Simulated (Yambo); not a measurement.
Absorption of BaCNSCl (space group P2_1/m, No. 11) with and without the electron-hole interaction (Yambo, PBEsol bands; 4×4×2 mesh, 15 valence and 18 conduction bands, static screening with 122 bands and a 3 Ry block, scissor 2.37 eV, Tamm-Dancoff; field along x). Axes are Cartesian, with cell vectors (Å) (5.91, 0.00, 0.00), (0.00, 4.69, 0.00), (-1.35, 0.00, 8.80).

| E (eV) | Im ε, BSE | Im ε, independent quasiparticles |
|---|---|---|
| 3.65 | 0.11 | 0.08 |
| 3.75 | 0.12 | 0.08 |
| 3.85 | 0.13 | 0.09 |
| 3.95 | 0.14 | 0.09 |
| 4.05 | 0.15 | 0.10 |
| 4.15 | 0.16 | 0.10 |
| 4.25 | 0.18 | 0.11 |
| 4.35 | 0.19 | 0.12 |
| 4.45 | 0.22 | 0.12 |
| 4.55 | 0.24 | 0.13 |
| 4.65 | 0.27 | 0.14 |
| 4.75 | 0.31 | 0.15 |
| 4.85 | 0.38 | 0.17 |
| 4.95 | 0.45 | 0.18 |
| 5.05 | 0.49 | 0.20 |
| 5.15 | 0.53 | 0.21 |
| 5.25 | 0.62 | 0.24 |
| 5.35 | 0.75 | 0.26 |
| 5.45 | 0.94 | 0.29 |
| 5.55 | 1.23 | 0.32 |
| 5.65 | 1.71 | 0.37 |
| 5.75 | 2.59 | 0.42 |
| 5.85 | 4.36 | 0.48 |
| 5.95 | 7.58 | 0.56 |
| 6.05 | 9.81 | 0.67 |
| 6.15 | 8.90 | 0.82 |
| 6.25 | 7.71 | 1.03 |
| 6.35 | 8.38 | 1.34 |
| 6.45 | 8.98 | 1.83 |
| 6.55 | 8.99 | 2.69 |
| 6.65 | 9.03 | 4.36 |
| 6.75 | 8.35 | 7.55 |
| 6.85 | 7.35 | 11.3 |
| 6.95 | 7.01 | 12.9 |
| 7.05 | 7.41 | 11.5 |
| 7.15 | 7.39 | 9.07 |
| 7.25 | 7.05 | 8.67 |
| 7.35 | 6.32 | 10.2 |
| 7.45 | 5.43 | 11.4 |
| 7.55 | 5.39 | 11.9 |
| 7.65 | 5.42 | 11.0 |
| 7.75 | 5.36 | 9.24 |
| 7.85 | 4.72 | 7.92 |
| 7.95 | 4.41 | 7.65 |
| 8.05 | 4.22 | 7.23 |
| 8.15 | 4.35 | 6.23 |
| 8.25 | 4.21 | 5.46 |
| 8.35 | 4.19 | 4.78 |
| 8.45 | 4.08 | 4.24 |
| 8.55 | 3.79 | 3.66 |
| 8.65 | 3.37 | 3.27 |
| 8.75 | 3.23 | 3.15 |
| 8.85 | 3.16 | 3.19 |
| 8.95 | 3.39 | 3.12 |
| 9.05 | 3.56 | 3.20 |
| 9.15 | 3.96 | 3.62 |
| 9.25 | 3.95 | 3.97 |
| 9.35 | 3.60 | 4.17 |
| 9.45 | 2.84 | 4.30 |
| 9.55 | 2.61 | 4.18 |
| 9.65 | 2.36 | 4.05 |
| 9.75 | 2.41 | 3.95 |
| 9.85 | 2.32 | 3.78 |
| 9.95 | 2.42 | 3.76 |
| 10.05 | 2.27 | 3.74 |
| 10.15 | 2.22 | 3.63 |
| 10.25 | 2.13 | 3.55 |
| 10.35 | 2.10 | 3.67 |

The scissor comes from a G0W0 run whose convergence isn't established. Broadening 0.15 eV. The band window holds all transitions up to 10.4 eV. Fine structure above the onset can come from the mesh.

Geometry of the Materials Project entry, not relaxed at this level; primitive cell a = 5.913 Å, b = 4.690 Å, c = 8.905 Å, α = 90.00°, β = 98.71°, γ = 90.00°.
